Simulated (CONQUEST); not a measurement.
Set-up for a self-consistent single point of Au (Cmcm, 4 atoms in the cell; from Materials Project mp-1008634, changed as shown).

```yaml
crystal:
  lattice:
    - [2.78028, 0.00000, 0.00000]
    - [0.00000, 5.03518, 0.00000]
    - [0.00000, 0.00000, 4.81976]
  atoms:
    - { symbol: Au, position: [0.00000, 0.33467, 0.75000] }
    - { symbol: Au, position: [0.50000, 0.16533, 0.25000] }
    - { symbol: Au, position: [0.50000, 0.83467, 0.75000] }
    - { symbol: Au, position: [0.00000, 0.66533, 0.25000] }
```

Level of theory: PBEsol, numerical atomic orbitals double-zeta with polarisation (the shipped basis), PseudoDojo norm-conserving potentials made for PBEsol run with CONQUEST 1.3.

CONQUEST settings:

- basis: DZP
- Diag.MPMeshX, Y, Z: 12 6 8
- potentials: PseudoDojo norm-conserving PBEsol
- Grid.GridCutoff: 140 Ha
- DM.SolutionMethod: diagon
- Diag.kT: 0.001837 Ha
- Diag.GammaCentred: true
- minE.SCTolerance: 1.0e-06
- SC.MaxIters: 100
- SC.LinearMixingFactor: 0.3
- SC.KerkerPreCondition: true
- SC.KerkerFactor: 0.3 1/bohr
- AtomMove.TypeOfRun: static

Results:

```
Item                                                      Result
------------------------------------------------  --------------
Number of valence electrons                                   76
Number of bands                                               76
Number of k-points after the program's reduction             384
Size of the basis                                             76
Number of SCF iterations                                      10
FFT grid                                            32 × 60 × 60
Free energy E − TS                                -16045.0082 eV
Fermi level (on the code's own zero)                    -4.01 eV
Pressure                                                2.78 GPa
```

For comparison: a first run was changed to give this one (lattice scaled by 0.98), and from it to this one the free energy goes down by 14.4 meV/atom and the pressure goes from -6.52 to 2.78 GPa.

The program uses no crystal symmetry, so grid and mesh can part values that symmetry would make equal. The atom-centred basis is finite, which shifts total energies and pressures against plane waves. The structure comes from a collection of computed structures, made at another level of theory; the collection holds predicted forms beside known ones. Its lattice was then scaled.

Cost on one core: about 3.0 core-minutes (a rough figure).
